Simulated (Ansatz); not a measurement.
ScAl$_{3}$:
```
CELL_PARAMETERS angstrom
     -1.97619     1.97619     4.33200
      1.97619    -1.97619     4.33200
      1.97619     1.97619    -4.33200
ATOMIC_POSITIONS crystal
  Sc 0.00000 0.00000 0.00000
  Al 0.75000 0.25000 0.50000
  Al 0.25000 0.75000 0.50000
  Al 0.50000 0.50000 0.00000
```

This is the LDA-relaxed structure.

**Question.** All from DFT-LDA in the program Ansatz with PAW potentials, unless another level is named. Estimate the highest zone-centre frequency.

**Answer.** 329 cm⁻¹.

**Question.** What about the bulk modulus (Birch–Murnaghan fit)?

**Answer.** 91.1 GPa.

Space group I4/mmm. The first step of the workflow began from a Materials Project structure, measured or hypothetical; the Crystallography Open Database copy checked does not list it. Its standing as an ambient phase is unchecked. The cell was relaxed with LDA under the symmetry of its start; its stability against distortions is not shown here. No spin polarisation was allowed. As this level gives no gap, phonon frequencies hold no LO–TO term and depend on the k-mesh and smearing (Fermi–Dirac, 0.1 eV here).

Potentials: the later of the program's two PAW sets.
